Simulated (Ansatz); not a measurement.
**Calculated with Ansatz: LaYb2Al2, settings compared**

The command:

```bash
ansatz run input.yaml --threads 1 --pin off --max-ram 2560MiB --backend cpu --events-out ev --progress --plain --runs-dir out
```

input.yaml:

```yaml
crystal:
  lattice:
    - [0.0, 4.621378, 0.0]
    - [4.621378, 0.0, 0.0]
    - [2.310689, 2.310689, -5.930158]
  atoms:
    - { symbol: Al, position: [0.75, 0.25, 0.5] }
    - { symbol: Al, position: [0.25, 0.75, 0.5] }
    - { symbol: La, position: [0.0, 0.0, 0.0] }
    - { symbol: Yb, position: [0.378, 0.378, 0.244] }
    - { symbol: Yb, position: [0.622, 0.622, 0.756] }
  symmetry: { tolerance: 0.0003 }
kpoints:
  mp_grid: { grid: [4, 4, 4], shift: [0, 0, 0] }
magnetization:
  spin_polarized: false
scf:
  occupations: { method: gaussian, width: 0.0323 }
hamiltonian:
  pseudopotentials: { kind: paw }
  xc: pbe
basis:
  ecutwfc: 420
output:
  forces: true
  stress: true
  eigenvalues: true
  write_density: true
  write_potential: true
  elf: true
  volumetric_format: npy
relax:
  max_steps: 40
  cell: {}
```

Origin of the cell: a known structure type with other elements, at an estimated volume, so it need not be a known compound.

Output of this run (shortened):

```
Pseudopotentials: kind: paw
Pseudopotential: Al, paw, valence charge 3, recommended cutoff 420 eV (normal), Al.paw.azcp
Pseudopotential: La, paw, valence charge 11, recommended cutoff 420 eV (normal), La.paw.azcp
Pseudopotential: Yb, paw, valence charge 24, recommended cutoff 420 eV (normal), Yb.paw.azcp
Functional definition: PBE
  exchange = pbe_x(kappa = kappa, mu = beta*pi^2/3)
  correlation = pbe_c(beta = beta)
Crystal: 5 atoms, lattice volume = 126.651 Å³
Basis set: ecut = 420 eV, 2475 PW (Γ), exchange–correlation on 64×64×96 points (8 copies of the dense FFT grid, shifted against one another)
Bands: 39, of which v1, the nominal top of the filled ones, is band 33 counted from 1 (32 counted from 0)
Symmetry: 16 space group operations
Space group: I4/mmm (ITA 139), of the structure as read, at distance tolerance 1.5e-3 Å
[… 7 lines left out …]
Initial density: superposition of atomic densities (neutral atoms: chi_scale 0, normalization atom), corrected by the library's trained network
Functional: x = pbe(κ = 0.804, μ = 0.219515), c = pbe(β = 0.066725)
SCF iter   1: F=—  HF=-34914.181143 eV  Δρ=7.26e-3  dr2=1.08e-1
SCF iter   2: F=—  HF=-34914.161471 eV  Δρ=3.32e-3  dr2=2.47e-2  defer=23
SCF iter   3: F=—  HF=-34914.157011 eV  Δρ=9.90e-4  dr2=1.75e-3  defer=23
SCF iter   4: F=—  HF=-34914.156713 eV  Δρ=4.74e-4  dr2=3.16e-4  defer=23
SCF iter   5: F=—  HF=-34914.156699 eV  Δρ=1.12e-4  dr2=3.27e-5  defer=23
SCF iter   6: F=—  HF=-34914.156682 eV  Δρ=5.94e-5  dr2=5.21e-6  defer=23
SCF iter   7: F=—  HF=-34914.156682 eV  Δρ=1.27e-5  dr2=3.44e-7  defer=23
SCF iter   8: F=—  HF=-34914.156681 eV  Δρ=3.65e-6  dr2=1.76e-8
SCF iter   9: F=-34914.156681 eV  HF=-34914.156681 eV  Δρ=1.50e-6  dr2=4.13e-9
relax step   1: F+E_penalty+E_count = -34914.156681 eV  Δ(F+E_penalty+E_count) = +0.000e0 eV  max|allowed force component| = 5.239e-1 eV/Å  Δτ_max = 0.0000 Å  P = +5.901 GPa  Ω = 126.651 Å³ […]
relax step   2: F+E_penalty+E_count = -34914.457214 eV  Δ(F+E_penalty+E_count) = -3.005e-1 eV  max|allowed force component| = 3.485e-1 eV/Å  Δτ_max = 0.0579 Å  P = +0.709 GPa  Ω = 140.188 Å³ […]
relax step   3: F+E_penalty+E_count = -34914.534330 eV  Δ(F+E_penalty+E_count) = -7.712e-2 eV  max|allowed force component| = 1.688e-1 eV/Å  Δτ_max = 0.0426 Å  P = -0.055 GPa  Ω = 145.127 Å³ […]
relax step   4: F+E_penalty+E_count = -34914.550485 eV  Δ(F+E_penalty+E_count) = -1.616e-2 eV  max|allowed force component| = 9.954e-2 eV/Å  Δτ_max = 0.0242 Å  P = -0.151 GPa  Ω = 144.917 Å³ […]
relax step   5: F+E_penalty+E_count = -34914.563388 eV  Δ(F+E_penalty+E_count) = -1.290e-2 eV  max|allowed force component| = 6.182e-2 eV/Å  Δτ_max = 0.0537 Å  P = -0.013 GPa  Ω = 143.114 Å³ […]
relax step   6: F+E_penalty+E_count = -34914.564449 eV  Δ(F+E_penalty+E_count) = -1.060e-3 eV  max|allowed force component| = 1.850e-2 eV/Å  Δτ_max = 0.0170 Å  P = -0.002 GPa  Ω = 143.542 Å³ […]
relax step   7: F+E_penalty+E_count = -34914.564709 eV  Δ(F+E_penalty+E_count) = -2.608e-4 eV  max|allowed force component| = 2.931e-4 eV/Å  Δτ_max = 0.0047 Å  P = +0.001 GPa  Ω = 143.407 Å³ […]
relax step   8: F+E_penalty+E_count = -34914.574880 eV  Δ(F+E_penalty+E_count) = -1.017e-2 eV  max|allowed force component| = 3.987e-5 eV/Å  Δτ_max = 0.0000 Å  P = +0.094 GPa  Ω = 143.407 Å³  stress off target by 2.36e-1 GPa […]
relax step   9: F+E_penalty+E_count = -34914.575411 eV  Δ(F+E_penalty+E_count) = -5.309e-4 eV  max|allowed force component| = 1.248e-3 eV/Å  Δτ_max = 0.0023 Å  P = -0.003 GPa  Ω = 143.805 Å³ […]
relax step  10: F+E_penalty+E_count = -34914.575494 eV  Δ(F+E_penalty+E_count) = -8.357e-5 eV  max|allowed force component| = 1.280e-3 eV/Å  Δτ_max = 0.0000 Å  P = -0.003 GPa  Ω = 143.805 Å³  stress off target by 1.85e-2 GPa […]
SCF 10 converged in 7 iterations: F = -34914.575494 eV  dr2 = 5.46e-12
basis re-selected at this cell: Δ(F+E_penalty+E_count) = -8.357e-5 eV, ΔP = -0.000 GPa vs the last step (what re-selecting the basis moved, of the pressure what is left beyond the Pulay corre […]
SCF converged after 7 iterations
Free energy (F): -34914.575494 eV
Harris-Foulkes:  -34914.575494 eV  (|F-HF|=1.46e-11)
Internal energy: -34914.572418 eV  (E = F + TS)
E sigma→0 (E₀):  -34914.573956 eV
Entropy (-TS):   -0.003076 eV (-0.615 meV/atom)
Fermi energy:    9.601460 eV
--- Per-component energies (eV) ---
  E_band       = -76.562110
  E_kinetic    = 951.576008
  E_local      = -14670.652900  (includes V_loc(G=0)·N_el)
  E_nonlocal   = 1201.230509
  E_hartree    = 6439.681785
  E_xc         = -546.285656
  E_vxc        = -613.258354  (∫ρ·V_xc dr)
  E_paw        = -21050.578729  (= ΣΔE_a)
  E_vpaw       = 175.179272  (= ΣTr[D̂ρ^β])
  E_aug_tail   = 0.000001  (compensation charges beyond the density's cutoff)
  E_ewald      = -7239.543437
  E_smearing   = -0.003076  (= −TS)
  Σ components = -34914.575494   (vs F -34914.575494, Δ=0.00e0)
--- Forces (eV/Å), atoms counted from 1 ---
  atom   1  Al     0.000000     0.000000    -0.000000
  atom   2  Al    -0.000000    -0.000000     0.000000
  atom   3  La     0.000000     0.000000     0.000000
  atom   4  Yb     0.000000     0.000000    -0.001280
  atom   5  Yb     0.000000    -0.000000     0.001280
  max |Σ_I F_I| component: 3.47e-18 eV/Å
--- Stress (GPa, compression-positive) ---
       -0.013741       0.000000       0.000000
        0.000000      -0.013741      -0.000000
        0.000000      -0.000000       0.018549
  P = ⅓ Tr σ = -0.0030 GPa (-0.030 kbar)
--- Relaxed structure (8 steps of the walk, 8 accepted, 2 SCFs on fresh bases) ---
  F+E_penalty+E_count = -34914.575494 eV   max|allowed force component| = 1.280e-3 eV/Å   (the final SCF, on the basis selected at the relaxed cell)
  cell:  # Å, volume = 143.8048 Å³
    - [0.0, 4.600016, 0.0]
    - [4.600016, 0.0, 0.0]
    - [2.300008, 2.300008, -6.796019]
  atoms:
    - { symbol: Al, position: [0.750000, 0.250000, 0.500000] }
    - { symbol: Al, position: [0.250000, 0.750000, 0.500000] }
    - { symbol: La, position: [-1.170e-19, -1.170e-19, 2.340e-19] }
    - { symbol: Yb, position: [0.385020, 0.385020, 0.229960] }
    - { symbol: Yb, position: [0.614980, 0.614980, 0.770040] }
```

The same input was run again with these changes:

1. `scf.occupations.method` gaussian → tetrahedron; `scf.occupations.width` 0.0323 → default
2. `hamiltonian.xc` pbe → r2scan; `hamiltonian.dispersion` default → d4; `scf.mixing.preconditioner` default → local_kerker
3. `hamiltonian.hubbard` default → { sites: [{ species: Yb, l: f, u_eff: 4.0 }], double_counting: fll }; `hamiltonian.dispersion` default → d3bjatm; `scf.occupations.method` gaussian → cold; `scf.occupations.width` 0.0323 → 0.2
4. `hamiltonian.hubbard` default → { sites: [{ species: Yb, l: f, u_eff: 3.0 }], double_counting: amf }; `scf.occupations.method` gaussian → cold; `scf.occupations.width` 0.0323 → 0.2

```
 run        end  SCF iterations  volume (Å³/atom)  max force component (eV/Å)  moment (μB)  ΔE(σ→0) (meV/atom)
base  converged              82             28.76                       0.001            –                   0
   1  converged             158             28.82                       0.004            –               -2.13
   2  converged             102             28.02                       0.001            –                   –
   3  converged              78             28.05                       0.000            –                   –
   4  converged             154             28.58                       0.004            –                   –
```

Energies are compared only where functional, datasets, charge and starting cell are the same.

Not properties of the system: run 3 (too coarse or loose: `scf.occupations.width` = 0.2), run 4 (too coarse or loose: `scf.occupations.width` = 0.2).

Caveats of the base run: f shells without a U or exact exchange are poorly placed; no dispersion correction, so spacings can come out too large where layers or molecules are weakly bound; no spin polarisation, so a magnetic state may lie lower; no spin-orbit coupling, though heavy elements are present; the k mesh is coarse if the cell is a metal; the relaxation held the start's symmetry, so the end may be a saddle point.

Run 1: forces and stress under tetrahedra may miss the slope of the energy.
Run 2: the cutoff lies below the datasets' advice.
Run 3: wide smearing.
Run 4: wide smearing.

The base run ran for 71 s on 1 thread of Arm Neoverse V1 (shared host), peak memory 0.44 GiB, from the program's own first density.
